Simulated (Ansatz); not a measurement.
Given:

MgCO₃:
```cif
data_C6Mg6O18
_chemical_formula_sum 'Mg6 C6 O18'
_space_group_name_H-M_alt 'R-3c :H'
_space_group_IT_number 167
_space_group_name_Hall '-R 3 2"c'
_cell_length_a 4.64851
_cell_length_b 4.64851
_cell_length_c 14.92997
_cell_angle_alpha 90.000
_cell_angle_beta 90.000
_cell_angle_gamma 120.000
loop_
_atom_site_label
_atom_site_type_symbol
_atom_site_symmetry_multiplicity
_atom_site_Wyckoff_symbol
_atom_site_fract_x
_atom_site_fract_y
_atom_site_fract_z
_atom_site_occupancy
Mg1 Mg 6 b 0.00000 0.00000 0.00000 1
C1 C 6 a 0.00000 0.00000 0.25000 1
O1 O 18 e 0.27718 0.27718 0.75000 1
```
(The calculation used a cell of 10 atoms; values per cell refer to that cell.)

This is the PBEsol-relaxed structure.

All from PBEsol (plane waves, PAW; program Ansatz), unless another level is named. Estimate the Bader charges.

Mg +1.75, C +2.24, O -1.33 e.

Predict the electronic dielectric constant ε∞ (DFPT).

3.03 (xx = yy), 2.40 (zz).

Give the Born charges (a third of the trace).

Mg +2.23, C +2.20, O -1.48 e.

The first step of the workflow began from a Materials Project structure, measured or hypothetical; the Crystallography Open Database files this formula in space group No. 167, but the cells were not matched. Its standing as an ambient phase is unchecked. The PBEsol relaxation kept the symmetry of its start; its stability against distortions is not shown here.

Potentials: the later of the program's two PAW sets.
